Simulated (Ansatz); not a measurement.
**Hf2Pd2Se2Br2O3 and the effect of the functional**

Space group Cm (No. 8). a = 15.354 Å, b = 3.419 Å, c = 13.208 Å, α = 90.00°, β = 107.63°, γ = 90.00°
```
atom  site  symmetry       x       y       z
  Hf    2a         m  0.0549  0.0000  0.9386
  Hf    2a         m  0.3937  0.0000  0.7169
  Pd    2a         m  0.3208  0.5000  0.4904
  Pd    2a         m  0.1771  0.5000  0.2569
  Se    2a         m  0.0777  0.0000  0.1543
  Se    2a         m  0.2101  0.0000  0.4120
  Br    2a         m  0.4135  0.0000  0.9548
  Br    2a         m  0.2540  0.5000  0.7135
   O    2a         m  0.4030  0.0000  0.5787
   O    2a         m  0.1145  0.5000  0.9270
   O    2a         m  0.4691  0.5000  0.7783
```

The cell comes from a database or a generator and needn't be the stable form of this composition.

Kept alike: task single point; k mesh 4 × 4 × 1; occupations fermi-dirac, width 0.05 eV; no spin polarisation. Program: Ansatz, Ansatz PAW. Cutoffs run from 420 to 500 eV. The mesh is that of the run's cell of 11 atoms. No spin-orbit coupling.

| run | band gap (eV) | pressure (GPa) |
| --- | --- | --- |
| A | 2.608 | -2.42 |
| B | 2.464 | -1.62 |
| C | 1.784 | -1.63 |
| D | 1.672 | -1.85 |
| E | 1.611 | -1.52 |

The k mesh is coarse, so the values aren't converged. Pressure is positive in compression, with a Pulay correction for the finite cutoff. Spin-orbit coupling, left out here, moves the band edges of heavy atoms and can close or invert small gaps. A gap read on the mesh alone can miss an edge between its points. All rows use potentials made for PBE.

**Question.** The runs differ in the functional (and the cutoff that goes with it) alone: HSE03; HSE06; PBE0; r2SCAN0; r2SCANh. Which run is which?

**Answer.** Run A is r2SCAN0; run B is PBE0; run C is HSE06; run D is r2SCANh; run E is HSE03. The band gap runs from 1.611 (HSE03) to 2.608 eV (r2SCAN0). The pressure runs from -2.42 (r2SCAN0) to -1.52 GPa (HSE03). A positive pressure means that the functional's own cell is larger than the one given, a negative one that it is smaller.
